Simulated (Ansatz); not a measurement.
The relaxed structure here is a generated cell of CsPbCl3: the first start was made by placing the elements on the sites of a structure type, and the end was not matched to a known phase here, so it may be hypothetical. Known forms of CsPbCl3 include space group No. 221.

The end point of a relaxation of CsPbCl3. Space group R3c (No. 161). The numbers are results of PBE (plane waves to 420 eV, PAW, scalar-relativistic; Ansatz, an electronic-structure program), not measurements.

```xyz
10
Lattice="4.0615 2.3449 6.4722 -4.0615 2.3449 6.4722 0.0000 -4.6898 6.4722" Properties=species:S:1:pos:R:3 pbc="T T T"
Cs     0.0000     0.0000     5.1055
Cs     0.0000     0.0000    14.8138
Pb     0.0000     0.0000     0.1963
Pb     0.0000     0.0000     9.9046
Cl     2.2701     0.7257     8.2665
Cl    -1.7635     1.6031     8.2665
Cl    -0.5066    -2.3288     8.2665
Cl     0.5066     2.3610    11.5026
Cl    -2.2980    -0.7418    11.5026
Cl     1.7914    -1.6192    11.5026
```

Problem. Give the band gap at the level PBE.

Solution. 2.46 eV, direct at Γ (no spin-orbit coupling).

No spin polarisation in the result. Spin-orbit coupling is missing; with elements this heavy it can move band edges by tenths of an eV or more.

The run could not lose the symmetry of its start, so the end can be a saddle point.
